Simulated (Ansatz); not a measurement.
**Levels of theory for Ga₄As₃N (ordering on zincblende)**

All numbers come from the PAW code Ansatz. (Calculated; non-magnetic; the phase may be known or hypothetical.)

An ordered 8-atom cell of Ga₄As₃N on the zincblende lattice (R3m), relaxed with r2SCAN. It is trigonal, R3m (No. 160); conventional cell a = 3.829 Å, c = 37.456 Å, 19.82 Å³ an atom. N is surrounded by 4 Ga at 1.94–2.27 Å; As is surrounded by 4 Ga at 2.38–2.44 Å; As is surrounded by 4 Ga at 2.39–2.44 Å; As is surrounded by 4 Ga at 2.40–2.43 Å; Ga is surrounded by 3 N at 2.27 Å and 1 As at 2.44 Å; Ga is surrounded by 4 As at 2.38–2.44 Å; Ga is surrounded by 4 As at 2.39–2.43 Å; Ga is surrounded by 1 N at 1.94 Å and 3 As at 2.40 Å.

```cif
data_structure
_symmetry_space_group_name_H-M 'P 1'
_symmetry_Int_Tables_number 1
_cell_length_a 12.6795
_cell_length_b 12.6795
_cell_length_c 12.6795
_cell_angle_alpha 17.370
_cell_angle_beta 17.370
_cell_angle_gamma 17.370
_cell_volume 158.55
loop_
_atom_site_label
_atom_site_type_symbol
_atom_site_fract_x
_atom_site_fract_y
_atom_site_fract_z
_atom_site_occupancy
N1 N 0.99897 0.99897 0.99897 1
As1 As 0.74427 0.74427 0.74427 1
As2 As 0.49978 0.49978 0.49978 1
As3 As 0.25543 0.25543 0.25543 1
Ga1 Ga 0.67902 0.67902 0.67902 1
Ga2 Ga 0.43473 0.43473 0.43473 1
Ga3 Ga 0.19069 0.19069 0.19069 1
Ga4 Ga 0.94710 0.94710 0.94710 1
```

Gaps on the r2SCAN cell, each the least over its mesh and the special points:
```
  level  k mesh             gap (eV)  kind  edges  least direct gap (eV)        rough cost
    PBE   8×8×8  none (overlap 0.27)     –      –                      –   80 core-seconds
PBE+SOC   8×8×8  none (overlap 0.19)     –      –                      –    8 core-minutes
 r2SCAN   8×8×8  none (overlap 0.15)     –      –                      –  100 core-seconds
```
All runs use a smearing of 0.02 eV.
Wave cutoffs: 420 eV, 500 eV (r2SCAN).
Points off the special ones are mesh points or PBE's searched band edges, reused at the other levels.
Costs come from shared machines and give only the order; PBE's includes the band path. The runs had 4 threads of Intel(R) Xeon(R) Platinum 8488C (Sapphire Rapids) (shared host).

r2SCAN gives no gap: the lowest nominally empty band dips 0.15 eV below the top of the last filled one (its bottom at Γ–S₀ (0.20 of the way from Γ), the top at Γ), so the cell is a metal or semimetal at this level. PBE+SOC gives no gap: the lowest nominally empty band dips 0.19 eV below the top of the last filled one (its bottom at Γ–S₀ (0.20 of the way from Γ), the top at Γ), so the cell is a metal or semimetal at this level.

No level opens a gap, but no hybrid is among them, and semilocal functionals can close a real gap.

Only the levels marked +SOC include spin-orbit coupling.
